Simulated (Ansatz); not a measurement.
# Zr₃TiCu₂: what symmetry allows forces and stress to be

```
CELL_PARAMETERS angstrom
3.02790 0.00000 0.00000
0.00000 3.02790 0.00000
0.00000 0.00000 10.90033
ATOMIC_POSITIONS crystal
Zr 0.00000 0.00000 0.65782
Zr 0.00000 0.00000 0.31183
Zr 0.50000 0.50000 0.84659
Ti 0.50000 0.50000 0.17616
Cu 0.00000 0.00000 0.02725
Cu 0.50000 0.50000 0.48034
```

Method: Ansatz 0.2.0, DFT PBEsol, scalar-relativistic, plane waves, PAW.

Cutoff 420 eV; k points 12×12×4 on the computed 6-atom cell (Γ-centred); Gaussian smearing, width 0.10 eV; no spin polarisation.

This distorted cell has space group P4mm, with 8 operations.

Problem. Without a calculation: in which directions can each atom feel a force?

Solution. A force must be left unchanged by every operation that keeps its atom in place, so it lies in the space that those operations leave fixed. Atoms that the group maps onto each other feel forces of one size.
```json
{"atom": "Zr1", "site symmetry": "4mm", "operations at the site": "8", "equivalent to atom": "1", "allowed force (Cartesian)": "along (0.00, 0.00, 1.00)"}
{"atom": "Zr2", "site symmetry": "4mm", "operations at the site": "8", "equivalent to atom": "2", "allowed force (Cartesian)": "along (0.00, 0.00, 1.00)"}
{"atom": "Zr3", "site symmetry": "4mm", "operations at the site": "8", "equivalent to atom": "3", "allowed force (Cartesian)": "along (0.00, 0.00, 1.00)"}
{"atom": "Ti4", "site symmetry": "4mm", "operations at the site": "8", "equivalent to atom": "4", "allowed force (Cartesian)": "along (0.00, 0.00, 1.00)"}
{"atom": "Cu5", "site symmetry": "4mm", "operations at the site": "8", "equivalent to atom": "5", "allowed force (Cartesian)": "along (0.00, 0.00, 1.00)"}
{"atom": "Cu6", "site symmetry": "4mm", "operations at the site": "8", "equivalent to atom": "6", "allowed force (Cartesian)": "along (0.00, 0.00, 1.00)"}
```

That leaves 6 independent force components of 18, tied by 1 condition that the forces sum to zero, so 5 remain. A relaxation in this cell that keeps the symmetry moves the atoms in these directions alone.

Problem. And the stress tensor?

Solution. It must be invariant under the point group, which leaves 2 independent components: yz, xz, xy vanish; xx = yy.

Problem. Do the computed values obey this?

Solution. Yes. Forces (eV/Å):
```
Zr1  0.000  0.000 -1.563
Zr2  0.000  0.000  3.989
Zr3  0.000  0.000  1.530
Ti4  0.000  0.000 -4.202
Cu5  0.000  0.000  0.304
Cu6  0.000  0.000 -0.058
```

Stress (GPa, compression positive, xx yy zz yz xz xy): 12.47 12.47 10.14 0.00 0.00 0.00. The program imposes the same operations on density, forces and stress, so this confirms the analysis and is no independent test of the calculation.